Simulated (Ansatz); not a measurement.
# Zn: all-electron results

```xyz
2
Lattice="2.6648 0.0000 0.0000 -1.3324 2.3078 0.0000 0.0000 0.0000 4.9467" Properties=species:S:1:pos:R:3 pbc="T T T"
Zn    0.0000    1.5385    1.2367
Zn    1.3324    0.7693    3.7100
```

Atom numbers follow the list: Zn1, Zn2.

Conventional cell: a = 2.665 Å, b = 2.665 Å, c = 4.947 Å, α = 90.00°, β = 90.00°, γ = 120.00°. Around Zn (atom 1) lie 12 Zn at 2.66 to 2.91 Å.

The geometry is COD entry 9008522, unchecked; take it as a test cell.

Theory: DFT, PBEsol, all-electron LAPW, scalar-relativistic in Ansatz 0.2.0.

Settings: a Γ-centred 16×16×8 k mesh, Fermi–Dirac smearing of 0.03 eV, basis error target 0.25 meV/atom, no spin polarisation.

| Quantity | Value |
| --- | --- |
| Pressure at this cell | -5.49 GPa |
| Volume per atom | 15.21 Å³ |

Question: Give the computed value. Stress xx, yy, zz (compression positive).

Answer: -5.68, -5.68, -5.11 GPa.

Question: Density of states at the Fermi level (0.2 eV bin): what does the calculation give?

Answer: 0.34 states/eV per cell.

Question: Give the computed value. Band gap.

Answer: none: bands cross the Fermi level, a metal.
